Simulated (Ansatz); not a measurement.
Space group Fd-3m:1 (No. 227). a = 7.120 Å, b = 7.120 Å, c = 7.120 Å, α = 90.00°, β = 90.00°, γ = 90.00°
```tsv
atom	site	symmetry	x	y	z
Y	8b	-43m	0.0000	0.0000	0.5000
Mn	16c	.-3m	0.1250	0.1250	0.1250
```

Equation of state of this YMn₂ structure (not necessarily the ground state), with shape and atoms relaxed at each volume where symmetry leaves them free. It has no gap at any of these volumes. Theory: Ansatz, DFT PBEsol, scalar-relativistic, plane waves, PAW.

Cutoff 420 eV; k points 10×10×10 on the computed 6-atom cell (Γ-centred); Gaussian smearing, width 0.10 eV; collinear spin.

```tsv
V (Å³/atom)	E − E(largest V) (meV/atom)	P (GPa)
14.135	5.52	10.78
14.586	-16.40	5.00
15.037	-23.13	0.04
15.488	-16.77	-4.18
15.939	0.00	-7.65
```

Fit a third-order Birch–Murnaghan equation to E(V).

V0 = 15.03 Å³/atom, B0 = 151 GPa, B0' = 5.2.

Cost: 5 runs of about 6.8 core-minutes in all, on Arm Neoverse V2 (shared hosts).